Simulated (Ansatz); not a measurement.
KTaO3 (cubic perovskite, space group No. 221) under volume change, plane-wave PAW PBEsol (Ansatz code), scaled uniformly.

```json
[
 {"V (Å³/atom)": "11.510", "E − E(relaxed) (meV/atom)": "77.4", "P (GPa)": "23.70"},
 {"V (Å³/atom)": "11.889", "E − E(relaxed) (meV/atom)": "32.4", "P (GPa)": "14.48"},
 {"V (Å³/atom)": "12.269", "E − E(relaxed) (meV/atom)": "7.7", "P (GPa)": "6.65"},
 {"V (Å³/atom)": "12.648", "E − E(relaxed) (meV/atom)": "0.0", "P (GPa)": "0.01"},
 {"V (Å³/atom)": "13.028", "E − E(relaxed) (meV/atom)": "6.8", "P (GPa)": "-5.63"},
 {"V (Å³/atom)": "13.407", "E − E(relaxed) (meV/atom)": "26.0", "P (GPa)": "-10.41"},
 {"V (Å³/atom)": "13.787", "E − E(relaxed) (meV/atom)": "55.6", "P (GPa)": "-14.45"}
]
```

Q: What does a third-order Birch–Murnaghan fit give for V₀, B₀ and B′?

A: V₀ = 12.65 Å³/atom, B₀ = 203 GPa, B′ = 4.5.

Space group Pm-3m (cubic perovskite). Symmetry was held in the PBEsol relaxation. No spin polarisation was allowed. Spin–orbit coupling is left out wherever it is not named.

Potentials: the earlier of the program's two PAW sets.
